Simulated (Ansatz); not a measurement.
Sr (fcc, Cu type)

```cif
data_Sr4
_chemical_formula_sum 'Sr4'
_space_group_name_H-M_alt 'Fm-3m'
_space_group_IT_number 225
_space_group_name_Hall '-F 4 2 3'
_cell_length_a 6.02891
_cell_length_b 6.02891
_cell_length_c 6.02891
_cell_angle_alpha 90.000
_cell_angle_beta 90.000
_cell_angle_gamma 90.000
loop_
_atom_site_label
_atom_site_type_symbol
_atom_site_symmetry_multiplicity
_atom_site_Wyckoff_symbol
_atom_site_fract_x
_atom_site_fract_y
_atom_site_fract_z
_atom_site_occupancy
Sr1 Sr 4 a 0.00000 0.00000 0.00000 1
```
(The calculation used a cell of 1 atom; values per cell refer to that cell.)

This relaxed cell (volume V₀) is scaled evenly in all directions, its shape held. Symmetry pins the atoms to their sites.

Calculation: PBE (plane waves to 420 eV, PAW, scalar-relativistic; Ansatz, a program for electronic structure). k mesh 13×13×13 (Γ-centred), Fermi-Dirac smearing 0.05 eV. Energies are smeared free energies. Compression counts positive. Sr was relaxed with its symmetry unable to fall. The PAW data are Ansatz's earlier set. ΔE is measured from the relaxed starting cell.

The scan covers V/V₀ from 0.940 to 1.060 in 13 points.

**Question.** What is ΔE at V/V₀ = 0.940?

**Answer.** 8 meV/atom.

**Question.** What is ΔE at V/V₀ = 1.060?

**Answer.** 6 meV/atom.

**Question.** What pressure does the cell carry at V/V₀ = 0.940?

**Answer.** 0.8 GPa.

(A scan under strain: stresses follow from slopes of the energy per volume, elastic moduli from its curvatures.)
